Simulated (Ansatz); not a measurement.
This run works on a generated trial structure, not on a known crystal.

Input and command of a plane-wave DFT calculation in Ansatz:

```yaml
crystal:
  lattice:
    - [2.40534664, 1.38872753, 10.74433125]
    - [-2.40534664, 1.38872753, 10.74433125]
    - [0.0, -2.77745506, 10.74433125]
  atoms:
    - { symbol: Tl, position: [0.255, 0.255, 0.255] }
    - { symbol: Tl, position: [0.745, 0.745, 0.745] }
    - { symbol: Sb, position: [0.5, 0.5, 0.5] }
    - { symbol: Br, position: [0.43700001, 0.43700001, 0.43700001] }
    - { symbol: Br, position: [0.56299999, 0.56299999, 0.56299999] }
    - { symbol: Cl, position: [0.0, 0.0, 0.0] }
basis:
  ecutwfc: 420
kpoints:
  mp_grid: { grid: [3, 3, 3] }
hamiltonian:
  xc: pbe
scf:
  occupations: { method: gaussian, width: 0.15 }
  lower_state_search: "off"
output:
  forces: true
  stress: true
  eigenvalues: true
relax:
  adjacent_minimum: "off"
  f_tol: 0.08
  max_steps: 16
  cell: { stress_tol: 0.8 }
```

```bash
ansatz run input.yaml --threads 1 --pin off --max-ram 2560MiB --backend cpu --events-out ev --progress --plain --runs-dir out
```

Processor: Arm Neoverse N1, 1 thread, on a host shared with other jobs.

Task: Estimate time, memory and problem size.

Result: About 110 s, peak memory 0.47 GiB. It solves 38 bands at 6 k points (after reduction by symmetry) with about 4033 plane waves (on the last cell), in 125 SCF iterations over 16 ionic steps.
